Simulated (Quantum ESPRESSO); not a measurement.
# Al2ZnF7Cl: one run as intended and one with a planted mistake

Simulated, not a measurement. The program is pw.x of Quantum ESPRESSO 7.5 (plane-wave density functional theory). The cell is made up: 11 atoms on a rutile lattice with one site empty, with randomly drawn elements, strain and displacements, not relaxed. PseudoDojo standard norm-conserving files (v0.5 for PBE, v0.4.1 for LDA and PBEsol) set the functional; there is no spin polarisation, spin-orbit coupling or dispersion term, and the masses in the input are unused placeholders.

Intended input:

```
&control calculation='scf', pseudo_dir='./dojo.nc.sr.pbe.v0_5.standard.upf', outdir='./o', disk_io='low', tprnfor=.true., tstress=.true. /
&system ibrav=0, nat=11, ntyp=4, nbnd=47, ecutwfc=84.00895049, nosym=.true., tot_charge=0,
 occupations='smearing', smearing='fd', degauss=0.0018374661
/
&electrons conv_thr=7.350e-09, electron_maxstep=60, /
ATOMIC_SPECIES
Al 1.0 Al.upf
Cl 1.0 Cl.upf
F 1.0 F.upf
Zn 1.0 Zn.upf
CELL_PARAMETERS angstrom
4.8825 0.0 0.0
0.0 4.8825 0.0
0.0 0.0 6.4912
ATOMIC_POSITIONS angstrom
Al 0.023 0.0716 -0.006
Al -0.0837 0.0461 3.3473
Zn 2.4569 2.491 4.8664
F 1.4866 1.5065 -0.0684
F 3.4233 3.3768 -0.0608
F 3.9355 0.931 1.6194
F 0.9547 4.0215 1.671
Cl 1.456 1.5358 3.3402
F 3.4868 3.3129 3.3969
F 3.912 0.9003 4.9141
F 1.0175 3.9189 4.8351
K_POINTS automatic
5 5 4 1 1 1
```

The log is shortened where brackets say so; the opening notice, blank lines, dates and the lines on written files are dropped, and the path of the files is cut. It prints rydbergs, bohrs and kilobars, and counts compression as positive stress. Where no state is partly filled, the Fermi energy that it prints is only some level between the filled and the empty states on the mesh, and need not lie in the true gap.

Log of the intended run:

```
     Program PWSCF v.7.5
     Parallel version (MPI & OpenMP), running on       4 processor cores
     Number of MPI processes:                 4
     Threads/MPI process:                     1
     [start-up lines left out]
     bravais-lattice index     =            0
     lattice parameter (alat)  =       9.2266  a.u.
     unit-cell volume          =    1044.2539 (a.u.)^3
     number of atoms/cell      =           11
     number of atomic types    =            4
     number of electrons       =        82.00
     number of Kohn-Sham states=           47
     kinetic-energy cutoff     =      84.0090  Ry
     charge density cutoff     =     336.0358  Ry
     scf convergence threshold =      7.3E-09
     mixing beta               =       0.7000
     number of iterations used =            8  plain     mixing
     Exchange-correlation= PBE
                           (   1   4   3   4   0   0   0)
     [axes and pseudopotential details left out]
   Cartesian axes
     site n.     atom                  positions (alat units)
         1        Al     tau(   1) = (   0.0047107   0.0146646  -0.0012289  )
         2        Al     tau(   2) = (  -0.0171429   0.0094419   0.6855709  )
         3        Zn     tau(   3) = (   0.5032053   0.5101895   0.9967025  )
         4        F      tau(   4) = (   0.3044752   0.3085509  -0.0140092  )
         5        F      tau(   5) = (   0.7011367   0.6916129  -0.0124526  )
         6        F      tau(   6) = (   0.8060420   0.1906810   0.3316743  )
         7        F      tau(   7) = (   0.1955351   0.8236559   0.3422427  )
         8        Cl     tau(   8) = (   0.2982079   0.3145520   0.6841167  )
         9        F      tau(   9) = (   0.7141423   0.6785253   0.6957296  )
        10        F      tau(  10) = (   0.8012289   0.1843932   1.0064721  )
        11        F      tau(  11) = (   0.2083973   0.8026421   0.9902919  )
     number of k points=    50  Fermi-Dirac smearing, width (Ry)=  0.0018
                       cart. coord. in units 2pi/alat
        k(    1) = (   0.1000000   0.1000000   0.0940215), wk =   0.0400000
        k(    2) = (   0.1000000   0.1000000   0.2820646), wk =   0.0400000
     [further k points left out]
     Dense  grid:   108555 G-vectors     FFT dimensions: (  54,  54,  72)
     Estimated max dynamical RAM per process >     284.95 MB
     Estimated total dynamical RAM >       1.04 GB
     Initial potential from superposition of free atoms
     starting charge      81.9949, renormalised to      82.0000
     Starting wfcs are   50 randomized atomic wfcs
     total cpu time spent up to now is        4.9 secs
     per-process dynamical memory:   217.1 Mb
     Self-consistent Calculation
     iteration #  1     ecut=    84.01 Ry     beta= 0.70
     Davidson diagonalization with overlap
     ethr =  1.00E-02,  avg # of iterations =  2.9
     total cpu time spent up to now is       14.9 secs
     total energy              =    -805.52510905 Ry
     estimated scf accuracy    <       1.36282234 Ry
     iteration #  2     ecut=    84.01 Ry     beta= 0.70
     Davidson diagonalization with overlap
     ethr =  1.66E-03,  avg # of iterations =  2.2
     total cpu time spent up to now is       25.6 secs
     total energy              =    -805.84880486 Ry
     estimated scf accuracy    <       1.39466464 Ry
     [iterations 3 to 9 left out]
     iteration # 10     ecut=    84.01 Ry     beta= 0.70
     Davidson diagonalization with overlap
     ethr =  1.27E-10,  avg # of iterations =  2.0
     total cpu time spent up to now is      107.7 secs
     total energy              =    -806.13384747 Ry
     estimated scf accuracy    <       0.00000001 Ry
     iteration # 11     ecut=    84.01 Ry     beta= 0.70
     Davidson diagonalization with overlap
     ethr =  1.47E-11,  avg # of iterations =  2.0
     total cpu time spent up to now is      117.4 secs
     End of self-consistent calculation
     [lines on levels left out]
     the Fermi energy is     3.5993 ev
!    total energy              =    -806.13384748 Ry
     estimated scf accuracy    <          2.6E-09 Ry
     smearing contrib. (-TS)   =       0.00000000 Ry
     internal energy E=F+TS    =    -806.13384748 Ry
     The total energy is F=E-TS. E is the sum of the following terms:
     one-electron contribution =    -643.19260940 Ry
     hartree contribution      =     358.48748265 Ry
     xc contribution           =    -135.63197113 Ry
     ewald contribution        =    -385.79674959 Ry
     convergence has been achieved in  11 iterations
     Forces acting on atoms (cartesian axes, Ry/au):
     atom    1 type  1   force =     0.01072898   -0.00492587    0.08867027
     atom    2 type  1   force =    -0.04336120   -0.08632501   -0.07715426
     atom    3 type  4   force =     0.04621710    0.04137579    0.11296101
     atom    4 type  3   force =    -0.07925894   -0.07756314   -0.00667501
     atom    5 type  3   force =     0.06495394    0.06654293   -0.02541573
     atom    6 type  3   force =     0.05820470   -0.06491834   -0.00612232
     atom    7 type  3   force =    -0.07258605    0.05805899   -0.01808216
     atom    8 type  2   force =    -0.04141543   -0.04452955   -0.10355125
     atom    9 type  3   force =     0.07940428    0.09807486    0.00033425
     atom   10 type  3   force =     0.06117567   -0.06583512    0.01120612
     atom   11 type  3   force =    -0.08406305    0.08004446    0.02382908
     Total force =     0.361560     Total SCF correction =     0.000073
     Computing stress (Cartesian axis) and pressure
          total   stress  (Ry/bohr**3)                   (kbar)     P=      -97.07
  -0.00053353  -0.00015743   0.00011317          -78.49      -23.16       16.65
  -0.00015743  -0.00055445   0.00013076          -23.16      -81.56       19.24
   0.00011317   0.00013076  -0.00089155           16.65       19.24     -131.15
     init_run     :      4.54s CPU      4.77s WALL (       1 calls)
     electrons    :    112.01s CPU    112.58s WALL (       1 calls)
     forces       :      1.95s CPU      1.96s WALL (       1 calls)
     stress       :      6.79s CPU      6.98s WALL (       1 calls)
     [timing details left out]
     PWSCF        :   2m 5.47s CPU   2m 6.51s WALL
     JOB DONE.
```

A second run has one planted mistake: the k-point mesh is too coarse. The input lines that differ, file-writing options aside:

```
- 5 5 4 1 1 1
+ 1 1 1 1 1 1
```

Its log:

```
     Program PWSCF v.7.5
     Parallel version (MPI & OpenMP), running on       4 processor cores
     Number of MPI processes:                 4
     Threads/MPI process:                     1
     [start-up lines left out]
     bravais-lattice index     =            0
     lattice parameter (alat)  =       9.2266  a.u.
     unit-cell volume          =    1044.2539 (a.u.)^3
     number of atoms/cell      =           11
     number of atomic types    =            4
     number of electrons       =        82.00
     number of Kohn-Sham states=           47
     kinetic-energy cutoff     =      84.0090  Ry
     charge density cutoff     =     336.0358  Ry
     scf convergence threshold =      7.3E-09
     mixing beta               =       0.7000
     number of iterations used =            8  plain     mixing
     Exchange-correlation= PBE
                           (   1   4   3   4   0   0   0)
     [axes and pseudopotential details left out]
   Cartesian axes
     site n.     atom                  positions (alat units)
         1        Al     tau(   1) = (   0.0047107   0.0146646  -0.0012289  )
         2        Al     tau(   2) = (  -0.0171429   0.0094419   0.6855709  )
         3        Zn     tau(   3) = (   0.5032053   0.5101895   0.9967025  )
         4        F      tau(   4) = (   0.3044752   0.3085509  -0.0140092  )
         5        F      tau(   5) = (   0.7011367   0.6916129  -0.0124526  )
         6        F      tau(   6) = (   0.8060420   0.1906810   0.3316743  )
         7        F      tau(   7) = (   0.1955351   0.8236559   0.3422427  )
         8        Cl     tau(   8) = (   0.2982079   0.3145520   0.6841167  )
         9        F      tau(   9) = (   0.7141423   0.6785253   0.6957296  )
        10        F      tau(  10) = (   0.8012289   0.1843932   1.0064721  )
        11        F      tau(  11) = (   0.2083973   0.8026421   0.9902919  )
     number of k points=     1  Fermi-Dirac smearing, width (Ry)=  0.0018
                       cart. coord. in units 2pi/alat
        k(    1) = (  -0.5000000  -0.5000000  -0.3760861), wk =   2.0000000
     Dense  grid:   108555 G-vectors     FFT dimensions: (  54,  54,  72)
     Estimated max dynamical RAM per process >     158.36 MB
     Estimated total dynamical RAM >     553.93 MB
     Initial potential from superposition of free atoms
     starting charge      81.9949, renormalised to      82.0000
     Starting wfcs are   50 randomized atomic wfcs
     total cpu time spent up to now is        1.9 secs
     per-process dynamical memory:    93.7 Mb
     Self-consistent Calculation
     iteration #  1     ecut=    84.01 Ry     beta= 0.70
     Davidson diagonalization with overlap
     ethr =  1.00E-02,  avg # of iterations =  2.0
     total cpu time spent up to now is        2.8 secs
     total energy              =    -805.51558248 Ry
     estimated scf accuracy    <       1.37685482 Ry
     iteration #  2     ecut=    84.01 Ry     beta= 0.70
     Davidson diagonalization with overlap
     ethr =  1.68E-03,  avg # of iterations =  2.0
     total cpu time spent up to now is        3.7 secs
     total energy              =    -805.85310828 Ry
     estimated scf accuracy    <       1.39151408 Ry
     [iterations 3 to 9 left out]
     iteration # 10     ecut=    84.01 Ry     beta= 0.70
     Davidson diagonalization with overlap
     ethr =  1.18E-10,  avg # of iterations =  2.0
     total cpu time spent up to now is       10.7 secs
     total energy              =    -806.13567240 Ry
     estimated scf accuracy    <       0.00000001 Ry
     iteration # 11     ecut=    84.01 Ry     beta= 0.70
     Davidson diagonalization with overlap
     ethr =  1.68E-11,  avg # of iterations =  2.0
     total cpu time spent up to now is       11.6 secs
     End of self-consistent calculation
     [lines on levels left out]
     the Fermi energy is     3.2513 ev
!    total energy              =    -806.13567240 Ry
     estimated scf accuracy    <          3.0E-09 Ry
     smearing contrib. (-TS)   =       0.00000000 Ry
     internal energy E=F+TS    =    -806.13567240 Ry
     The total energy is F=E-TS. E is the sum of the following terms:
     one-electron contribution =    -643.17888317 Ry
     hartree contribution      =     358.47721914 Ry
     xc contribution           =    -135.63725878 Ry
     ewald contribution        =    -385.79674959 Ry
     convergence has been achieved in  11 iterations
     Forces acting on atoms (cartesian axes, Ry/au):
     atom    1 type  1   force =     0.00900923   -0.00681029    0.08956995
     atom    2 type  1   force =    -0.04710243   -0.09062811   -0.07729390
     atom    3 type  4   force =     0.04901067    0.04284290    0.11183678
     atom    4 type  3   force =    -0.07891027   -0.07631540   -0.00798111
     atom    5 type  3   force =     0.06471748    0.06576776   -0.02693228
     atom    6 type  3   force =     0.05996149   -0.06792281   -0.00897077
     atom    7 type  3   force =    -0.07464319    0.05958319   -0.01953085
     atom    8 type  2   force =    -0.03961119   -0.04262868   -0.10033182
     atom    9 type  3   force =     0.08186937    0.10176334    0.00413759
     atom   10 type  3   force =     0.06190960   -0.06750857    0.01313158
     atom   11 type  3   force =    -0.08621076    0.08185666    0.02236484
     Total force =     0.366295     Total SCF correction =     0.000089
     Computing stress (Cartesian axis) and pressure
          total   stress  (Ry/bohr**3)                   (kbar)     P=      -92.63
  -0.00043258  -0.00012267   0.00011433          -63.63      -18.05       16.82
  -0.00012267  -0.00044630   0.00013047          -18.05      -65.65       19.19
   0.00011433   0.00013047  -0.00101019           16.82       19.19     -148.60
     init_run     :      1.73s CPU      1.79s WALL (       1 calls)
     electrons    :      9.63s CPU      9.70s WALL (       1 calls)
     forces       :      0.33s CPU      0.35s WALL (       1 calls)
     stress       :      0.72s CPU      0.74s WALL (       1 calls)
     [timing details left out]
     PWSCF        :     12.52s CPU     12.70s WALL
     JOB DONE.
```

```
                                            intended run  run with the mistake
                          free energy (eV)    -10968.010            -10968.035
                    smearing term -TS (eV)        0.0000                0.0000
                            pressure (GPa)         -9.71                 -9.26
            largest force component (eV/Å)         2.904                 2.875
largest change of a force component (eV/Å)                               0.111
                                iterations            11                    11
```

For scale, a rerun of the intended cell at 1437 eV and a 7 x 7 x 6 mesh moved values by no more than 0.003 eV in energy, 0.02 GPa in stress and 0.002 eV/Å in force.